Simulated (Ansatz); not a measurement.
A geometry of Pt away from equilibrium: step 22 of the relaxation of a relaxed Pt cell displaced along its unstable phonon at q = (½, 0, 0) of its primitive reciprocal cell (31i cm⁻¹), largest move 0.15 Å. Calculation: PBEsol (plane waves to 420 eV, PAW, scalar-relativistic; Ansatz, an electronic-structure program). Γ-centred k-mesh 5×10×10 on the run's cell (coarser than for final values), Fermi–Dirac smearing 0.05 eV.

```yaml
crystal:
  lattice:
    - [1.16570, 3.86919, 2.54476]
    - [3.18137, -0.45528, 2.31051]
    - [3.38242, 3.17376, -0.65632]
  atoms:
    - { symbol: Pt, position: [0.18750, 0.50000, 0.00000] }
    - { symbol: Pt, position: [0.68750, 0.00000, 0.50000] }
    - { symbol: Pt, position: [0.93750, 0.25000, 0.75000] }
    - { symbol: Pt, position: [0.43750, 0.75000, 0.25000] }
```

### Question
Which atoms carry the largest force, and which way does it point?

### Answer
No atom: all forces are below 0.005 eV/Å; only the cell is out of equilibrium.

### Question
What is the pressure?

### Answer
+2.4 GPa, compression positive.

### Question
How far above the relaxed end point is this geometry?

### Answer
0.01 eV/atom; the path ends in Fm-3m (No. 225) (fcc (Cu type)).

No spin polarisation in the result.

The run could not lose the symmetry of its start.

Of the parent cell (Fd-3m (No. 227)): it is a generated cell of Pt: the first start was made by placing the elements on the sites of a structure type, and the end was not matched to a known phase here, so it may be hypothetical. Known forms of Pt include space group No. 225.
